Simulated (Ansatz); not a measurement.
Relax this structure to zero stress and force, keeping its symmetry:

```cif
data_structure
_symmetry_space_group_name_H-M 'P 1'
_symmetry_Int_Tables_number 1
_cell_length_a 4.8274
_cell_length_b 4.8274
_cell_length_c 3.2381
_cell_angle_alpha 90.000
_cell_angle_beta 90.000
_cell_angle_gamma 90.000
_cell_volume 75.46
loop_
_atom_site_label
_atom_site_type_symbol
_atom_site_fract_x
_atom_site_fract_y
_atom_site_fract_z
_atom_site_occupancy
Sn1 Sn 0.00000 0.00000 0.00000 1
Sn2 Sn 0.50000 0.50000 0.50000 1
O1 O 0.30654 0.30654 0.00000 1
O2 O 0.19346 0.80654 0.50000 1
O3 O 0.69346 0.69346 0.00000 1
O4 O 0.80654 0.19346 0.50000 1
```

The calculation used Ansatz, DFT PBE+D3(BJ), scalar-relativistic, plane waves, PAW.

Cutoff 420 eV; k points 6×6×8 on the computed 6-atom cell (Γ-centred); Gaussian smearing, width 0.02 eV; no spin polarisation.

Problem. What does it relax to?

Solution. The volume decreases by 0.21 Å³/atom to 12.37 Å³/atom, and the energy falls by 1.8 meV/atom. Final structure:
```yaml
crystal:
  lattice:
    - [4.79374, 0.00000, 0.00000]
    - [0.00000, 4.79374, 0.00000]
    - [0.00000, 0.00000, 3.22992]
  atoms:
    - { symbol: Sn, position: [0.00000, 0.00000, 0.00000] }
    - { symbol: Sn, position: [0.50000, 0.50000, 0.50000] }
    - { symbol: O, position: [0.30621, 0.30621, 0.00000] }
    - { symbol: O, position: [0.19379, 0.80621, 0.50000] }
    - { symbol: O, position: [0.69379, 0.69379, 0.00000] }
    - { symbol: O, position: [0.80621, 0.19379, 0.50000] }
```

Cost: 1 run of about 0.55 core-minutes, on Intel Xeon Platinum 8488C (Sapphire Rapids) (shared hosts).